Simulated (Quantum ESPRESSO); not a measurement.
Mo2Pd4ZrAl, input and log of a self-consistent run

A calculation, not a measurement. The program is pw.x of Quantum ESPRESSO 7.5 (plane-wave density functional theory). The cell is made up: eight metal atoms on a face-centred cubic lattice, with elements, volume, strain and displacements drawn at random and not relaxed, so it may be unstable or far from any real phase. PseudoDojo standard norm-conserving files set the functional (PBE unless stated); there is no spin polarisation or spin-orbit coupling, the Fermi-Dirac width of 0.25 eV means electrons at about 2900 K, and the masses in the input are unused placeholders. A spin test at this wide smearing found no moment, but such smearing suppresses magnetism that the real alloy may have.

Input:

```
&control calculation='scf', pseudo_dir='./dojo.nc.sr.pbe.v0_5.standard.upf', outdir='./o', disk_io='minimal', tprnfor=.true., tstress=.true. /
&system ibrav=0, nat=8, ntyp=4, nbnd=75, ecutwfc=84.00895049, nosym=.true., tot_charge=0,
 occupations='smearing', smearing='fd', degauss=0.0183746611
/
&electrons conv_thr=1.470e-08, electron_maxstep=70, mixing_beta=0.5 /
ATOMIC_SPECIES
Al 1.0 Al.upf
Mo 1.0 Mo.upf
Pd 1.0 Pd.upf
Zr 1.0 Zr.upf
CELL_PARAMETERS angstrom
1.9449 3.8898 1.9449
1.9449 -3.8898 1.9449
3.8898 0.0 -3.8898
ATOMIC_POSITIONS angstrom
Mo 0.0762 0.121 -0.0151
Pd 1.813 -0.2246 -2.0323
Zr 1.9283 -1.9133 -0.038
Pd 3.8957 -1.9824 -1.9392
Pd 2.0602 1.9215 0.0339
Pd 3.7609 1.9524 -2.1455
Mo 1.8356 0.0502 1.9155
Al 3.7321 0.052 0.1153
K_POINTS automatic
5 5 4 1 1 1
```

The log is shortened where brackets say so; the opening notice, blank lines, dates and the lines on written files are dropped, and the path of the files is cut. It prints rydbergs, bohrs and kilobars, and counts compression as positive stress. Its total energy is the free energy E - TS of the whole cell.

```
     Program PWSCF v.7.5
     Parallel version (MPI & OpenMP), running on       4 processor cores
     Number of MPI processes:                 4
     Threads/MPI process:                     1
     [start-up lines left out]
     bravais-lattice index     =            0
     lattice parameter (alat)  =       9.0027  a.u.
     unit-cell volume          =     794.3436 (a.u.)^3
     number of atoms/cell      =            8
     number of atomic types    =            4
     number of electrons       =       115.00
     number of Kohn-Sham states=           75
     kinetic-energy cutoff     =      84.0090  Ry
     charge density cutoff     =     336.0358  Ry
     scf convergence threshold =      1.5E-08
     mixing beta               =       0.5000
     number of iterations used =            8  plain     mixing
     Exchange-correlation= PBE
                           (   1   4   3   4   0   0   0)
     [axes and pseudopotential details left out]
   Cartesian axes
     site n.     atom                  positions (alat units)
         1        Mo     tau(   1) = (   0.0159949   0.0253988  -0.0031696  )
         2        Pd     tau(   2) = (   0.3805615  -0.0471451  -0.4265942  )
         3        Zr     tau(   3) = (   0.4047638  -0.4016152  -0.0079765  )
         4        Pd     tau(   4) = (   0.8177350  -0.4161198  -0.4070518  )
         5        Pd     tau(   5) = (   0.4324506   0.4033365   0.0071159  )
         6        Pd     tau(   6) = (   0.7894396   0.4098226  -0.4503557  )
         7        Mo     tau(   7) = (   0.3853054   0.0105373   0.4020770  )
         8        Al     tau(   8) = (   0.7833942   0.0109152   0.0242023  )
     number of k points=    50  Fermi-Dirac smearing, width (Ry)=  0.0184
                       cart. coord. in units 2pi/alat
        k(    1) = (   0.1990210   0.0000000   0.0459279), wk =   0.0400000
        k(    2) = (   0.3521142   0.0000000  -0.1071652), wk =   0.0400000
     [further k points left out]
     Dense  grid:    82673 G-vectors     FFT dimensions: (  54,  54,  64)
     Estimated max dynamical RAM per process >     297.31 MB
     Estimated total dynamical RAM >       1.10 GB
     Initial potential from superposition of free atoms
     starting charge     114.9916, renormalised to     115.0000
     Starting wfcs are   70 randomized atomic wfcs +    5 random wfcs
     total cpu time spent up to now is        7.4 secs
     per-process dynamical memory:   229.5 Mb
     Self-consistent Calculation
     iteration #  1     ecut=    84.01 Ry     beta= 0.50
     Davidson diagonalization with overlap
     ethr =  1.00E-02,  avg # of iterations =  3.6
     total cpu time spent up to now is       27.3 secs
     total energy              =   -1462.68481304 Ry
     estimated scf accuracy    <      13.88900203 Ry
     iteration #  2     ecut=    84.01 Ry     beta= 0.50
     Davidson diagonalization with overlap
     ethr =  1.00E-02,  avg # of iterations =  3.0
     total cpu time spent up to now is       47.9 secs
     total energy              =   -1467.57617262 Ry
     estimated scf accuracy    <      42.06650279 Ry
     iteration #  3     ecut=    84.01 Ry     beta= 0.50
     Davidson diagonalization with overlap
     ethr =  1.00E-02,  avg # of iterations =  2.0
     total cpu time spent up to now is       65.8 secs
     total energy              =   -1470.79332149 Ry
     estimated scf accuracy    <       4.21473130 Ry
     iteration #  4     ecut=    84.01 Ry     beta= 0.50
     Davidson diagonalization with overlap
     ethr =  3.66E-03,  avg # of iterations =  2.0
     total cpu time spent up to now is       81.6 secs
     total energy              =   -1470.86662117 Ry
     estimated scf accuracy    <       1.63479933 Ry
     iteration #  5     ecut=    84.01 Ry     beta= 0.50
     Davidson diagonalization with overlap
     ethr =  1.42E-03,  avg # of iterations =  2.0
     total cpu time spent up to now is       96.7 secs
     total energy              =   -1470.88690034 Ry
     estimated scf accuracy    <       0.30013744 Ry
     [iterations 6 to 11 left out]
     iteration # 12     ecut=    84.01 Ry     beta= 0.50
     Davidson diagonalization with overlap
     ethr =  2.31E-07,  avg # of iterations =  1.7
     total cpu time spent up to now is      212.6 secs
     total energy              =   -1470.92874910 Ry
     estimated scf accuracy    <       0.00001831 Ry
     iteration # 13     ecut=    84.01 Ry     beta= 0.50
     Davidson diagonalization with overlap
     ethr =  1.59E-08,  avg # of iterations =  2.0
     total cpu time spent up to now is      228.9 secs
     total energy              =   -1470.92875081 Ry
     estimated scf accuracy    <       0.00000461 Ry
     iteration # 14     ecut=    84.01 Ry     beta= 0.50
     Davidson diagonalization with overlap
     ethr =  4.01E-09,  avg # of iterations =  2.0
     total cpu time spent up to now is      243.9 secs
     total energy              =   -1470.92875155 Ry
     estimated scf accuracy    <       0.00000035 Ry
     iteration # 15     ecut=    84.01 Ry     beta= 0.50
     Davidson diagonalization with overlap
     ethr =  3.02E-10,  avg # of iterations =  2.0
     total cpu time spent up to now is      260.4 secs
     total energy              =   -1470.92875160 Ry
     estimated scf accuracy    <       0.00000002 Ry
     iteration # 16     ecut=    84.01 Ry     beta= 0.50
     Davidson diagonalization with overlap
     ethr =  2.05E-11,  avg # of iterations =  2.0
     total cpu time spent up to now is      277.7 secs
     End of self-consistent calculation
     [lines on levels left out]
!    total energy              =   -1470.92875160 Ry
     estimated scf accuracy    <       0.00000001 Ry
     smearing contrib. (-TS)   =      -0.09841387 Ry
     internal energy E=F+TS    =   -1470.83033773 Ry
     The total energy is F=E-TS. E is the sum of the following terms:
     one-electron contribution =    -468.04826833 Ry
     hartree contribution      =     309.29472845 Ry
     xc contribution           =    -233.62780021 Ry
     ewald contribution        =   -1078.44899763 Ry
     convergence has been achieved in  16 iterations
     Forces acting on atoms (cartesian axes, Ry/au):
     atom    1 type  2   force =    -0.05749147   -0.06314274    0.01210924
     atom    2 type  3   force =     0.08102699    0.12031765   -0.02475496
     atom    3 type  4   force =     0.03932234   -0.01247836    0.04271272
     atom    4 type  3   force =    -0.06238138    0.01000434   -0.03832907
     atom    5 type  3   force =    -0.09452605   -0.02136062   -0.04386116
     atom    6 type  3   force =     0.04965027    0.01511201    0.07292361
     atom    7 type  2   force =    -0.01443849   -0.02724281    0.04454207
     atom    8 type  1   force =     0.05883779   -0.02120947   -0.06534245
     Total force =     0.261769     Total SCF correction =     0.000667
     Computing stress (Cartesian axis) and pressure
          total   stress  (Ry/bohr**3)                   (kbar)     P=      253.89
   0.00157145   0.00034801   0.00002666          231.17       51.19        3.92
   0.00034801   0.00195331   0.00015309           51.19      287.34       22.52
   0.00002666   0.00015309   0.00165296            3.92       22.52      243.16
     init_run     :      6.55s CPU      6.85s WALL (       1 calls)
     electrons    :    263.94s CPU    270.30s WALL (       1 calls)
     forces       :      2.20s CPU      2.20s WALL (       1 calls)
     stress       :      7.31s CPU      7.31s WALL (       1 calls)
     [timing details left out]
     PWSCF        :   4m40.62s CPU   4m47.30s WALL
     JOB DONE.
```

In other units: free energy -20013.005 eV for the cell, pressure 25.39 GPa, largest force component 3.093 eV/Å in size. The run took 289 s of wall time with four MPI processes on a shared machine (Intel Xeon, older, virtual cores), so the time is rough. A rerun of this cell at a higher cutoff and on a denser mesh moved values by no more than 0.004 eV in energy, 0.07 GPa in stress and 0.011 eV/Å in force, and a second program with other atomic files agreed on that cell to 2 % rms in force and 0.5 GPa in pressure.